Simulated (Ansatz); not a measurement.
The elements of this relaxed trial crystal are hidden behind letters.

```
lattice vectors (Å)
   2.3271    1.3436   18.9388
  -2.3271    1.3436   18.9388
   0.0000   -2.6871   18.9388
fractional positions
X 0.9999 0.9999 0.9999
X 0.7995 0.7995 0.7995
Z 0.6005 0.6005 0.6005
Z 0.1997 0.1997 0.1997
Z 0.4002 0.4002 0.4002
Q 0.6510 0.6510 0.6510
Q 0.2500 0.2500 0.2500
Q 0.8491 0.8491 0.8491
Q 0.4506 0.4506 0.4506
Q 0.0495 0.0495 0.0495
```

These are results of Ansatz, DFT PBE, scalar-relativistic, plane waves, PAW, not measurements. The final run on the 10-atom cell used 420 eV, a Γ-centred 6×6×6 mesh, 0.02 eV smearing and no spin polarisation.

```
Space group                               : R3m (No. 160)
Conventional cell                         : a = 4.654 Å, c = 56.816 Å
Volume per atom                           : 35.53 Å³
Density                                   : 4.79 g/cm³
Energy over the elements                  : −0.628 eV/atom
Gap on the 6×6×6 mesh of the 10-atom cell : 1.07 eV
```

Energies are uncorrected and count from the elements' standard states at the same level.

**Question.** X is an s-block element of period 3, Z is a d-block element of period 5 and Q is a p-block element of period 5. Which elements are they?

**Answer.** X = Mg, Z = Cd, Q = Te, so the formula is Mg2Cd3Te5. Density times volume gives a mean mass of 4.79 × 35.53/1.6605 = 102.5 u per atom, and this set has 102.4 u. Among the elements that the hints allow, noble gases aside, only these give it. Around Mg on its first site lie 4 Te at 2.82–2.83 Å; Cd on its first site is surrounded by 4 Te at 2.86–2.87 Å; around Te on its first site lie 3 Mg at 2.83 Å and 1 Cd at 2.87 Å; 7 more sites not described.

These runs have no spin–orbit coupling, which can matter for Te. Kohn–Sham gaps at this level usually fall short of measured ones. The missing spin–orbit coupling can work the other way here. A later test with randomly moved atoms came back to the same energy, though modes that don't fit the test's cell weren't probed.
